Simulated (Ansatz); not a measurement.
ZnCd₂Se₃ under compression: one row to predict

It was reached by relaxing an invented guess, and it needn't be the stable form of this composition.

These are results of DFT PBE, scalar-relativistic, plane waves, PAW (Ansatz 0.2.0), not measurements. Cutoff 420 eV, Γ-centred 12×12×4 mesh (6-atom cell), Gaussian smearing of 0.02 eV, no spin polarisation.

```
Zn Cd Se
1.0
     4.26471    0.00000    0.00000
    -2.13235    3.69335    0.00000
     0.00000    0.00000   10.52057
Zn Cd Se
1 2 3
Direct
  0.00000 0.00000 0.66740
  0.33333 0.66667 0.99073
  0.66667 0.33333 0.33861
  0.33333 0.66667 0.73636
  0.00000 0.00000 0.43180
  0.66667 0.33333 0.08510
```

The cell was set to several volumes, with shape and atoms relaxed at each where symmetry leaves them free. Pressure is positive in compression, and energies count from the lowest row.

| row | V (Å³/atom) | P (GPa) | ΔE (meV/atom) | gap on mesh (eV) |
| --- | --- | --- | --- | --- |
| 1 | 24.304 | 8.08 | 74.3 | 0.79 |
| 2 | 25.133 | ? | ? | ? |
| 3 | 25.961 | 3.37 | 16.5 | 0.67 |
| 4 | 26.790 | 1.55 | 3.9 | 0.61 |
| 5 | 27.618 | 0.00 | 0.0 | 0.55 |
| 6 | 28.447 | -1.30 | 3.4 | 0.49 |
| 7 | 29.275 | -2.41 | 13.1 | 0.43 |
| 8 | 30.380 | -3.62 | 34.1 | 0.35 |

Question: Find B = −V·ΔP/ΔV from rows 4 and 6 and from rows 1 and 3, and from the two its slope B′ and its value B0 at zero pressure.

Answer: Rows 4 and 6 give −(26.790 + 28.447)/2 × (-1.30 − (1.55))/(28.447 − 26.790) = 47.5 GPa at a mean pressure of 0.12 GPa. Rows 1 and 3 give −(24.304 + 25.961)/2 × (3.37 − (8.08))/(25.961 − 24.304) = 71.4 GPa at a mean pressure of 5.72 GPa. So B′ = (71.4 − 47.5)/(5.72 − (0.12)) = 4.27 and B0 = 47.5 − 4.27 × (0.12) = 47.0 GPa. A third-order Birch–Murnaghan fit to all the energies gives B0 = 47.2 GPa and B′ = 4.5.

Question: Estimate the pressure and energy of row 2.

Answer: From row 5, V0 = 27.618 × (1 + (0.00)/47.0) = 27.618 Å³/atom. Murnaghan's form P = (B0/B′)·[(V0/V)^B′ − 1] gives (47.0/4.27) × [(27.618/25.133)^4.27 − 1] = 5.46 GPa; the computed pressure is 5.53 GPa, so the estimate is off by -0.07 GPa. The work of compression from row 3, with the mean of the two pressures, gives ΔE = 16.5 + (5.46 + 3.37)/2 × (25.961 − 25.133)/160.2 × 1000 = 39.3 meV/atom (1 eV/Å³ = 160.2 GPa); the computed value is 39.4 meV/atom.

Question: Fit the gap against pressure through the other rows and estimate it at the computed pressure of row 2.

Answer: Over the 7 rows the mean pressure is 0.8100 GPa and the mean gap is 0.556 eV. The sums of products of deviations are S_xx = 95.06 and S_xy = 3.495, so the slope is 3.495/95.06 = 0.03677 (r = 0.98, rms misfit 0.03 eV). At 5.53 GPa the line gives 0.556 + (0.03677) × (5.53 − 0.8100) = 0.73 eV. The computed value is 0.73 eV, so the line is off by 0.00 eV, less than the largest miss among the fitted rows (0.04 eV).

Kohn–Sham gaps at this level usually fall short of measured ones. All volumes keep the k mesh of the relaxed cell. A later test with randomly moved atoms came back to the same energy, though modes that don't fit the test's cell weren't probed.
